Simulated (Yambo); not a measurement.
Yambo input for La2O3 (space group P-3m1, No. 164) (a = b = 3.9308 Å, c = 6.1120 Å, α = β = 90.00°, γ = 120.00°), on PBEsol (pw.x of Quantum ESPRESSO, ONCV potentials, with spin-orbit coupling) wavefunctions on a 6×6×4 mesh:

```
optics
chi
dipoles
kernel
FFTGvecs= 40 Ry
Chimod= "HARTREE"
NGsBlkXd= 3 Ry
% QpntsRXd
 1 | 1 |
%
% BndsRnXd
 1 | 134 |
%
GrFnTpXd= "R"
% EnRngeXd
 0.0 | 20.0 | eV
%
% DmRngeXd
 0.2 | 0.2 | eV
%
CGrdSpXd= 50
ETStpsXd= 161
% LongDrXd
 1.0 | 0.0 | 0.0 |
%
% XfnQP_E
 1.426 | 1.0 | 1.0 |
%
```

First lines of the file o-*.eps_q1_inv_rpa_dyson:

```
Absorption @ Q(1):   1.00000000     0.00000000     0.00000000    [q->0 direction]
#
# [ X ] Hartree size     :   55
# [GEN] GF Energies     : Perdew, Burke & Ernzerhof SOL(X)+Perdew, Burke & Ernzerhof SOL(C)+ user defined corrections @E
# [GEN] Green`s Function     : Retarded
#
# [GEN] Gauge     : Length
# [GEN] [r,Vnl] included     : yes
#
#    E[1] [eV]     Im(eps)     Re(eps)     Im(eps_o)     Re(eps_o)
#
     0.000000     -0.541372E-8     4.195292     0.27880E-18     4.425908
     0.125000     0.001901     4.195884     0.002037     4.426543
     0.250000     0.003808     4.197664     0.004081     4.428449
     0.375000     0.005727     4.200635     0.006137     4.431633
     0.500000     0.007663     4.204807     0.008212     4.436104
     0.625000     0.009623     4.210194     0.010314     4.441876
     0.750000     0.011614     4.216811     0.012448     4.448967
     0.875000     0.013640     4.224679     0.014622     4.457401
     1.000000     0.015711     4.233824     0.016844     4.467204
     1.125000     0.017832     4.244273     0.019121     4.478407
     1.250000     0.020012     4.256063     0.021463     4.491049
     1.375000     0.022260     4.269230     0.023879     4.505173
     1.500000     0.024584     4.283821     0.026378     4.520825
     1.625000     0.026995     4.299886     0.028973     4.538063
     1.750000     0.029503     4.317480     0.031674     4.556949
     1.875000     0.032121     4.336670     0.034497     4.577552
     2.000000     0.034863     4.357526     0.037455     4.599953
     2.125000     0.037743     4.380129     0.040565     4.624239
     2.250000     0.040779     4.404570     0.043847     4.650511
     2.375000     0.043989     4.430952     0.047321     4.678881
     2.500000     0.047396     4.459387     0.051013     4.709475
     2.625000     0.051025     4.490005     0.054951     4.742436
     2.750000     0.054904     4.522952     0.059166     4.777923
     2.875000     0.059068     4.558390     0.063697     4.816120
     3.000000     0.063554     4.596507     0.068588     4.857234
     3.125000     0.068411     4.637513     0.073891     4.901499
     3.250000     0.073692     4.681653     0.079669     4.949187
     3.375000     0.079463     4.729203     0.085996     5.000609
     3.500000     0.085804     4.780487     0.092963     5.056127
     3.625000     0.092812     4.835879     0.100682     5.116160
     3.750000     0.100608     4.895818     0.109291     5.181205
     3.875000     0.109343     4.960821     0.118964     5.251846
     4.000000     0.119211     5.031508     0.129926     5.328786
```
(The file goes on to the top of the energy range.) Convergence of the RPA response with its 6×6×4 mesh was not tested. The scissor comes from a G0W0 run whose convergence isn't established.

Geometry of the Materials Project entry, not relaxed at this level.
